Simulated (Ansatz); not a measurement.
MoS$_{2}$:
```cif
data_Mo3S6
_chemical_formula_sum 'Mo3 S6'
_space_group_name_H-M_alt 'R3m :H'
_space_group_IT_number 160
_space_group_name_Hall 'R 3 -2"'
_cell_length_a 3.15310
_cell_length_b 3.15310
_cell_length_c 17.99441
_cell_angle_alpha 90.000
_cell_angle_beta 90.000
_cell_angle_gamma 120.000
loop_
_atom_site_label
_atom_site_type_symbol
_atom_site_symmetry_multiplicity
_atom_site_Wyckoff_symbol
_atom_site_fract_x
_atom_site_fract_y
_atom_site_fract_z
_atom_site_occupancy
Mo1 Mo 3 a 0.00000 0.00000 0.00024 1
S1 S 3 a 0.00000 0.00000 0.57998 1
S2 S 3 a 0.00000 0.00000 0.75376 1
```
(The calculation used a cell of 3 atoms; values per cell refer to that cell.)

Relaxed with PBE+D3(BJ). PBE+D3(BJ) in the plane-wave PAW code Ansatz gives a gap of 0.76 eV.

Problem. What gap does HSE06 give on the same cell (Ansatz, PAW)?

Solution. 1.30 eV, 0.54 eV more. The hybrid was solved on a coarser mesh and at special points; its gap is the smallest among all of these.

```csv
k,v1 PBE+D3(BJ),c1 PBE+D3(BJ),v1 HSE06,c1 HSE06
Γ,-1.09,1.94,(withheld),(withheld)
T,0.00,2.08,(withheld),(withheld)
L,-1.57,1.58,-1.77,2.22
F,-1.37,1.52,(withheld),(withheld)
S0,-0.80,0.98,(withheld),(withheld)
H0,-0.82,1.01,-0.84,1.47
```

Problem. Top valence (v1) and lowest conduction level (c1) in eV from each method's valence maximum (which need not be a listed point): supply the withheld HSE06 values.

Solution. 
- F, v1 HSE06: -1.57
- F, c1 HSE06: 2.14
- T, v1 HSE06: 0.00
- T, c1 HSE06: 2.78
- S0, v1 HSE06: -0.82
- S0, c1 HSE06: 1.44
- Γ, v1 HSE06: -1.31
- Γ, c1 HSE06: 2.64

Cost on shared cores: the PBE+D3(BJ) run (SCF on a 10×10×10 mesh, then bands and DOS) very roughly 50 core-seconds, the HSE06 run (SCF on 8×8×8, then a few points) roughly 11 core-minutes; the tasks are unlike.

The cell was relaxed with PBE+D3(BJ) under the symmetry of its start; of distortions, only those at the zone centre were tested. The run is not spin-polarised. Scalar-relativistic: spin–orbit coupling is off unless named, which matters more the heavier the elements.

Potentials: the later of the program's two PAW sets.
